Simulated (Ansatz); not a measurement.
Stability checks on a candidate for Ta3H8

The structure comes from a generated guess, relaxed at this level; another structure or a mixture of phases may lie lower.

The calculation used Ansatz, DFT PBE, scalar-relativistic, plane waves, PAW. Settings of the last relaxation (11-atom cell): 420 eV, 8×8×8 k points, Gaussian smearing of 0.10 eV, no spin polarisation.

```
Ta H
1.0
     4.39753    0.00000    0.00000
     0.00000    4.39753    0.00000
     0.00000    0.00000    4.39753
Ta H
3 8
Direct
  0.50000 0.00000 0.00000
  0.00000 0.50000 0.00000
  0.00000 0.00000 0.50000
  0.73282 0.73282 0.73282
  0.26718 0.26718 0.73282
  0.26718 0.73282 0.26718
  0.73282 0.26718 0.26718
  0.73282 0.73282 0.26718
  0.26718 0.26718 0.26718
  0.73282 0.26718 0.73282
  0.26718 0.73282 0.73282
```

Energies over the elements count from the elements' standard structures at the same level (H₂ as a molecule), with no fitted energy shifts.

Question: These tests were run: energy against the elements; random kick, then relaxation without symmetry; phonons on a 2×2×2 q mesh. What do they show?

Answer:

| test | result |
| --- | --- |
| energy against the elements | −0.10 eV/atom |
| random kick, then relaxation without symmetry | returns |
| phonons on a 2×2×2 q mesh | no imaginary mode on the mesh |

It fails none of these tests. Other phases of the system weren't compared here, so this isn't yet thermodynamic stability.

These runs have no spin–orbit coupling, which can matter for Ta. The cell is a metal run without spin; a magnetic state may lie lower. With hydrogen, zero-point motion can shift formation energies by some tens of meV/atom. The kick test ran on a coarse mesh. The run for the phonons used an 8×8×8 k mesh and Fermi–Dirac smearing of 0.15 eV.
